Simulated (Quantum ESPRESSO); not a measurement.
## Calculated data, AlZnGaCl$_{2}$F$_{6}$ (made-up cell, one site empty), Si$_{2}$PNO$_{5}$ (made-up cell)

Calculation on a made-up crystal cell, not a measurement, run twice, once with a planted mistake found by running each candidate: periodic Kohn-Sham density functional theory in plane waves with PseudoDojo standard norm-conserving scalar-relativistic pseudopotentials, each functional with its own files (v0.5 for PBE, v0.4.1 for LDA and PBEsol), no spin polarisation, no spin-orbit coupling, atoms not relaxed, stress positive in tension, energies less a fixed whole-eV offset for each atom's element; levels are Kohn-Sham levels at fractions of this cell's reciprocal vectors, counted from the reference band (half the neutral cell's valence electrons, rounded up) at Gamma; error bars cover cutoff and k-mesh only, not smearing or the files; each bar is the largest change over components, and at least 0.002 eV, 0.002 eV per angstrom or 0.02 GPa; a charged cell sits in a uniform background, with energy and stress on this program's zero of potential; no dispersion term; energies are for the whole cell, and the offsets were chosen from early runs and are not element reference energies; a distance is the largest change of any value in units of its error bar (the energy's for the smearing term), a scale change is of lengths, and a coarse mesh keeps the half-step shift. Program: Quantum ESPRESSO 7.5.

Common to all runs: intended functional pbe; intended cutoff 1143 eV; intended fermi dirac smearing 0.025 eV; intended scf tolerance 1e-07 eV; intended electrons removed 0; healthy smearing term minus ts 0 eV; candidate electrons removed -1; intended k mesh 5 x 5 x 4, shifted by half a step; structure shown as intended, without the mistake.

(1) AlZnGaCl$_{2}$F$_{6}$ (made-up cell, one site empty)

Intended structure:
```
AlZnGaCl2F6
1.0
      4.7217    -0.0435     0.0570
     -0.0435     4.7993    -0.0524
      0.0755    -0.0694     6.2166
Ga Zn Al F Cl F Cl
1 1 1 5 1 1 1
Direct
  0.01348 -0.00332 0.00414
  0.50084 0.49949 0.25682
  0.49964 0.50301 0.75280
  0.30582 0.30979 0.00243
  0.70191 0.69901 -0.00244
  0.80275 0.18918 0.24775
  0.19541 0.80334 0.24714
  0.30550 0.30587 0.50390
  0.68706 0.69705 0.50215
  0.80680 0.19289 0.75265
  0.19746 0.81382 0.74755
```

| Property | Result |
| --- | --- |
| lattice type | rutile, doubled along c |
| empty site | 3 |
| healthy free energy less offsets | 32.951 eV |
| healthy scf iterations | 11 |
| healthy pressure | 11.63 GPa |
| healthy stress xx | -13.08 GPa |
| healthy stress yy | -10.39 GPa |
| healthy stress zz | -11.41 GPa |
| healthy stress yz | -3.93 GPa |
| healthy stress xz | 5.16 GPa |
| healthy stress xy | -3.33 GPa |
| healthy reference band | 46 |
| faulty free energy less offsets | 32.842 eV |
| faulty scf iterations | 11 |
| faulty smearing term minus ts | -0.534 eV |
| faulty pressure | 12.32 GPa |
| faulty stress xx | -13.5 GPa |
| faulty stress yy | -10.85 GPa |
| faulty stress zz | -12.61 GPa |
| faulty stress yz | -4.01 GPa |
| faulty stress xz | 5.29 GPa |
| faulty stress xy | -3.28 GPa |
| faulty reference band | 46 |
| candidate k points along each vector | 1 |
| candidate cutoff | 659 eV |
| candidate smearing | 0.62 eV |
| candidate functional | lda |
| candidate scf tolerance | 0.4 eV |
| candidate scale change | 1.64 percent |
| candidate first exchanged site | 10 |
| candidate second exchanged site | 11 |
| fault kind | wide smearing |
| other mistakes compared | 7 |
| distance from healthy | 177.7 error bars |
| distance from nearest other mistake | 177.7 error bars |
| healthy error bar energy | 0.003004 eV |
| healthy error bar stress | 0.02 GPa |
| healthy error bar force | 0.002 eV/Å |
| healthy error bar next band up | 0.002 eV |

Atoms:
```csv
atoms element,atom site,atom energy offset (eV)
Ga,1,-2080
Zn,2,-5687
Al,4,-64
F,5,-677
F,6,-677
F,7,-677
F,8,-677
F,9,-677
Cl,10,-449
F,11,-677
Cl,12,-449
```

Healthy forces:
```csv
site,x (eV/Å),y (eV/Å),z (eV/Å)
1,-2.452,2.005,5.055
2,-1.734,-1.864,-1.724
4,0.703,-4.729,1.303
5,0.428,0.445,-1.116
6,-0.591,-0.592,-1.013
7,0.627,-0.56,-2.103
8,-0.452,0.468,-1.61
9,0.122,0.044,1.838
10,4.253,3.709,0.579
11,-1.237,1.319,1.585
12,0.334,-0.246,-2.793
```

Healthy levels:
```csv
level k point,next band up (eV)
Gamma,3.355
"(1/2,1/2,1/2)",4.688
"(0.15,0,0)",3.609
"(0,0.15,0)",3.604
"(0,0,0.15)",3.512
```

Faulty forces:
```csv
site,x (eV/Å),y (eV/Å),z (eV/Å)
1,-2.469,2.053,5.028
2,-1.725,-1.882,-1.827
4,0.693,-4.744,1.465
5,0.487,0.501,-1.101
6,-0.627,-0.635,-1.008
7,0.515,-0.463,-1.905
8,-0.381,0.384,-1.483
9,0.134,0.053,1.784
10,4.262,3.716,0.526
11,-1.287,1.356,1.44
12,0.397,-0.339,-2.918
```

Faulty levels:
```csv
level k point,next band up (eV)
Gamma,3.473
"(1/2,1/2,1/2)",4.83
"(0.15,0,0)",3.728
"(0,0.15,0)",3.723
"(0,0,0.15)",3.631
```

Candidate mistake: coarse kmesh, low cutoff, wide smearing, wrong functional, loose scf, wrong charge, cell scaled, atoms exchanged

(2) Si$_{2}$PNO$_{5}$ (made-up cell)

Intended structure:
```
Si2PNO5
1.0
      5.0344     0.0221    -0.0815
     -2.4980     4.4779     0.0245
     -0.0895    -0.0207     5.7239
Si P N O
2 1 1 5
Direct
  0.43787 -0.04296 0.67097
  -0.01163 0.47868 0.31965
  0.57086 0.55384 -0.00735
  0.42638 0.27731 0.79166
  0.76512 0.14490 0.46654
  0.83653 0.55512 0.10889
  0.24008 0.40073 0.22940
  0.18012 0.76431 0.51040
  0.57802 0.84133 0.84961
```

| Quantity | Value |
| --- | --- |
| lattice type | quartz |
| healthy free energy less offsets | 7.959 eV |
| healthy scf iterations | 14 |
| healthy pressure | -3.3 GPa |
| healthy stress xx | -9.9 GPa |
| healthy stress yy | 18.01 GPa |
| healthy stress zz | 1.79 GPa |
| healthy stress yz | -1.45 GPa |
| healthy stress xz | -20.08 GPa |
| healthy stress xy | 1.62 GPa |
| healthy reference band | 24 |
| faulty free energy less offsets | 7.957 eV |
| faulty scf iterations | 14 |
| faulty smearing term minus ts | 0 eV |
| faulty pressure | -3.32 GPa |
| faulty stress xx | -9.87 GPa |
| faulty stress yy | 17.99 GPa |
| faulty stress zz | 1.83 GPa |
| faulty stress yz | -1.48 GPa |
| faulty stress xz | -20.02 GPa |
| faulty stress xy | 1.7 GPa |
| faulty reference band | 24 |
| candidate k points along each vector | 2 |
| candidate cutoff | 743 eV |
| candidate smearing | 0.64 eV |
| candidate functional | pbesol |
| candidate scf tolerance | 0.1 eV |
| candidate scale change | 1.71 percent |
| candidate first exchanged site | 4 |
| candidate second exchanged site | 8 |
| fault kind | coarse kmesh |
| other mistakes compared | 7 |
| distance from healthy | 21.62 error bars |
| distance from nearest other mistake | 116.5 error bars |
| healthy error bar energy | 0.002088 eV |
| healthy error bar stress | 0.02168 GPa |
| healthy error bar force | 0.002 eV/Å |
| healthy error bar next band up | 0.002 eV |

Atoms:
```csv
atoms element,atom site,atom energy offset (eV)
Si,1,-115
Si,2,-115
P,3,-189
N,4,-283
O,5,-452
O,6,-452
O,7,-452
O,8,-452
O,9,-452
```

Healthy forces:
```csv
site,x (eV/Å),y (eV/Å),z (eV/Å)
1,-0.281,10.906,-2.002
2,3.021,-3.468,6.805
3,-7.143,-6.891,-6.659
4,0.384,1.536,1.822
5,-1.479,1.718,-0.486
6,0.603,2.943,-0.006
7,3.23,1.574,-2.751
8,-3.931,-4.284,-3.625
9,5.594,-4.034,6.902
```

Healthy levels:
```csv
level k point,next band up (eV)
Gamma,1.344
"(1/2,1/2,1/2)",2.072
"(0.15,0,0)",1.528
"(0,0.15,0)",1.515
"(0,0,0.15)",1.504
```

Faulty forces:
```csv
site,x (eV/Å),y (eV/Å),z (eV/Å)
1,-0.274,10.896,-2.017
2,3.015,-3.478,6.811
3,-7.142,-6.93,-6.67
4,0.421,1.574,1.842
5,-1.472,1.714,-0.488
6,0.589,2.945,-0.02
7,3.246,1.586,-2.753
8,-3.935,-4.271,-3.617
9,5.551,-4.036,6.912
```

Faulty levels:
```csv
level k point,next band up (eV)
Gamma,1.344
"(1/2,1/2,1/2)",2.071
"(0.15,0,0)",1.527
"(0,0.15,0)",1.515
"(0,0,0.15)",1.503
```

Candidate mistake: coarse kmesh, low cutoff, wide smearing, wrong functional, loose scf, wrong charge, cell scaled, atoms exchanged

(3) Si$_{2}$PNO$_{5}$ (made-up cell)

Structure as in entry 2.

| Property | Result |
| --- | --- |
| lattice type | quartz |
| healthy free energy less offsets | 7.959 eV |
| healthy scf iterations | 14 |
| healthy pressure | -3.3 GPa |
| healthy stress xx | -9.9 GPa |
| healthy stress yy | 18.01 GPa |
| healthy stress zz | 1.79 GPa |
| healthy stress yz | -1.45 GPa |
| healthy stress xz | -20.08 GPa |
| healthy stress xy | 1.62 GPa |
| healthy reference band | 24 |
| faulty free energy less offsets | 9.595 eV |
| faulty scf iterations | 14 |
| faulty smearing term minus ts | 0 eV |
| faulty pressure | -15.11 GPa |
| faulty stress xx | 1.91 GPa |
| faulty stress yy | 29.84 GPa |
| faulty stress zz | 13.59 GPa |
| faulty stress yz | -1.28 GPa |
| faulty stress xz | -20.12 GPa |
| faulty stress xy | 1.63 GPa |
| faulty reference band | 24 |
| candidate k points along each vector | 2 |
| candidate cutoff | 743 eV |
| candidate smearing | 0.64 eV |
| candidate functional | pbesol |
| candidate scf tolerance | 0.1 eV |
| candidate scale change | 1.71 percent |
| candidate first exchanged site | 4 |
| candidate second exchanged site | 8 |
| fault kind | low cutoff |
| other mistakes compared | 7 |
| distance from healthy | 783.4 error bars |
| distance from nearest other mistake | 700.9 error bars |
| healthy error bar energy | 0.002088 eV |
| healthy error bar stress | 0.02168 GPa |
| healthy error bar force | 0.002 eV/Å |
| healthy error bar next band up | 0.002 eV |

Atoms:
```csv
atoms element,atom site,atom energy offset (eV)
Si,1,-115
Si,2,-115
P,3,-189
N,4,-283
O,5,-452
O,6,-452
O,7,-452
O,8,-452
O,9,-452
```

Healthy forces:
```csv
site,x (eV/Å),y (eV/Å),z (eV/Å)
1,-0.281,10.906,-2.002
2,3.021,-3.468,6.805
3,-7.143,-6.891,-6.659
4,0.384,1.536,1.822
5,-1.479,1.718,-0.486
6,0.603,2.943,-0.006
7,3.23,1.574,-2.751
8,-3.931,-4.284,-3.625
9,5.594,-4.034,6.902
```

Healthy levels:
```csv
level k point,next band up (eV)
Gamma,1.344
"(1/2,1/2,1/2)",2.072
"(0.15,0,0)",1.528
"(0,0.15,0)",1.515
"(0,0,0.15)",1.504
```

Faulty forces:
```csv
site,x (eV/Å),y (eV/Å),z (eV/Å)
1,-0.284,10.905,-2.001
2,3.014,-3.464,6.814
3,-7.149,-6.887,-6.655
4,0.381,1.551,1.824
5,-1.472,1.678,-0.478
6,0.624,2.942,-0.025
7,3.202,1.583,-2.731
8,-3.901,-4.269,-3.635
9,5.584,-4.039,6.886
```

Faulty levels:
```csv
level k point,next band up (eV)
Gamma,1.335
"(1/2,1/2,1/2)",2.074
"(0.15,0,0)",1.522
"(0,0.15,0)",1.509
"(0,0,0.15)",1.496
```

Candidate mistake: coarse kmesh, low cutoff, wide smearing, wrong functional, loose scf, wrong charge, cell scaled, atoms exchanged

(4) Si$_{2}$PNO$_{5}$ (made-up cell)

Structure as in entry 2.

| Property | Result |
| --- | --- |
| lattice type | quartz |
| healthy free energy less offsets | 7.959 eV |
| healthy scf iterations | 14 |
| healthy pressure | -3.3 GPa |
| healthy stress xx | -9.9 GPa |
| healthy stress yy | 18.01 GPa |
| healthy stress zz | 1.79 GPa |
| healthy stress yz | -1.45 GPa |
| healthy stress xz | -20.08 GPa |
| healthy stress xy | 1.62 GPa |
| healthy reference band | 24 |
| faulty free energy less offsets | 7.409 eV |
| faulty scf iterations | 13 |
| faulty smearing term minus ts | -1.475 eV |
| faulty pressure | 0.03 GPa |
| faulty stress xx | -12.57 GPa |
| faulty stress yy | 13.97 GPa |
| faulty stress zz | -1.51 GPa |
| faulty stress yz | 0.01 GPa |
| faulty stress xz | -19.41 GPa |
| faulty stress xy | 1.59 GPa |
| faulty reference band | 24 |
| candidate k points along each vector | 2 |
| candidate cutoff | 743 eV |
| candidate smearing | 0.64 eV |
| candidate functional | pbesol |
| candidate scf tolerance | 0.1 eV |
| candidate scale change | 1.71 percent |
| candidate first exchanged site | 4 |
| candidate second exchanged site | 8 |
| fault kind | wide smearing |
| other mistakes compared | 7 |
| distance from healthy | 847.2 error bars |
| distance from nearest other mistake | 706.3 error bars |
| healthy error bar energy | 0.002088 eV |
| healthy error bar stress | 0.02168 GPa |
| healthy error bar force | 0.002 eV/Å |
| healthy error bar next band up | 0.002 eV |

Atoms:
```csv
atoms element,atom site,atom energy offset (eV)
Si,1,-115
Si,2,-115
P,3,-189
N,4,-283
O,5,-452
O,6,-452
O,7,-452
O,8,-452
O,9,-452
```

Healthy forces:
```csv
site,x (eV/Å),y (eV/Å),z (eV/Å)
1,-0.281,10.906,-2.002
2,3.021,-3.468,6.805
3,-7.143,-6.891,-6.659
4,0.384,1.536,1.822
5,-1.479,1.718,-0.486
6,0.603,2.943,-0.006
7,3.23,1.574,-2.751
8,-3.931,-4.284,-3.625
9,5.594,-4.034,6.902
```

Healthy levels:
```csv
level k point,next band up (eV)
Gamma,1.344
"(1/2,1/2,1/2)",2.072
"(0.15,0,0)",1.528
"(0,0.15,0)",1.515
"(0,0,0.15)",1.504
```

Faulty forces:
```csv
site,x (eV/Å),y (eV/Å),z (eV/Å)
1,0.051,10.372,-2.129
2,3.25,-3.397,6.172
3,-7.181,-5.307,-4.965
4,0.504,0.96,1.411
5,-1.618,1.63,-0.217
6,1.476,2.304,-0.135
7,2.503,0.996,-2.178
8,-3.981,-4.209,-3.537
9,4.996,-3.349,5.578
```

Faulty levels:
```csv
level k point,next band up (eV)
Gamma,1.95
"(1/2,1/2,1/2)",2.753
"(0.15,0,0)",2.144
"(0,0.15,0)",2.138
"(0,0,0.15)",2.11
```

Candidate mistake: coarse kmesh, low cutoff, wide smearing, wrong functional, loose scf, wrong charge, cell scaled, atoms exchanged

(5) Si$_{2}$PNO$_{5}$ (made-up cell)

Structure as in entry 2.

| Item | Value |
| --- | --- |
| lattice type | quartz |
| healthy free energy less offsets | 7.959 eV |
| healthy scf iterations | 14 |
| healthy pressure | -3.3 GPa |
| healthy stress xx | -9.9 GPa |
| healthy stress yy | 18.01 GPa |
| healthy stress zz | 1.79 GPa |
| healthy stress yz | -1.45 GPa |
| healthy stress xz | -20.08 GPa |
| healthy stress xy | 1.62 GPa |
| healthy reference band | 24 |
| faulty free energy less offsets | 7.971 eV |
| faulty scf iterations | 6 |
| faulty smearing term minus ts | 0 eV |
| faulty pressure | -3.21 GPa |
| faulty stress xx | -9.83 GPa |
| faulty stress yy | 17.96 GPa |
| faulty stress zz | 1.49 GPa |
| faulty stress yz | -0.85 GPa |
| faulty stress xz | -20.64 GPa |
| faulty stress xy | 1.86 GPa |
| faulty reference band | 24 |
| candidate k points along each vector | 2 |
| candidate cutoff | 743 eV |
| candidate smearing | 0.64 eV |
| candidate functional | pbesol |
| candidate scf tolerance | 0.1 eV |
| candidate scale change | 1.71 percent |
| candidate first exchanged site | 4 |
| candidate second exchanged site | 8 |
| fault kind | loose scf |
| other mistakes compared | 7 |
| distance from healthy | 108.7 error bars |
| distance from nearest other mistake | 116.5 error bars |
| healthy error bar energy | 0.002088 eV |
| healthy error bar stress | 0.02168 GPa |
| healthy error bar force | 0.002 eV/Å |
| healthy error bar next band up | 0.002 eV |

Atoms:
```csv
atoms element,atom site,atom energy offset (eV)
Si,1,-115
Si,2,-115
P,3,-189
N,4,-283
O,5,-452
O,6,-452
O,7,-452
O,8,-452
O,9,-452
```

Healthy forces:
```csv
site,x (eV/Å),y (eV/Å),z (eV/Å)
1,-0.281,10.906,-2.002
2,3.021,-3.468,6.805
3,-7.143,-6.891,-6.659
4,0.384,1.536,1.822
5,-1.479,1.718,-0.486
6,0.603,2.943,-0.006
7,3.23,1.574,-2.751
8,-3.931,-4.284,-3.625
9,5.594,-4.034,6.902
```

Healthy levels:
```csv
level k point,next band up (eV)
Gamma,1.344
"(1/2,1/2,1/2)",2.072
"(0.15,0,0)",1.528
"(0,0.15,0)",1.515
"(0,0,0.15)",1.504
```

Faulty forces:
```csv
site,x (eV/Å),y (eV/Å),z (eV/Å)
1,-0.286,10.86,-2.004
2,3.113,-3.532,6.796
3,-7.047,-6.886,-6.725
4,0.356,1.551,1.87
5,-1.487,1.681,-0.383
6,0.687,2.791,-0.152
7,3.013,1.703,-2.664
8,-3.894,-4.19,-3.466
9,5.545,-3.979,6.729
```

Faulty levels:
```csv
level k point,next band up (eV)
Gamma,1.317
"(1/2,1/2,1/2)",2.036
"(0.15,0,0)",1.501
"(0,0.15,0)",1.489
"(0,0,0.15)",1.477
```

Candidate mistake: coarse kmesh, low cutoff, wide smearing, wrong functional, loose scf, wrong charge, cell scaled, atoms exchanged
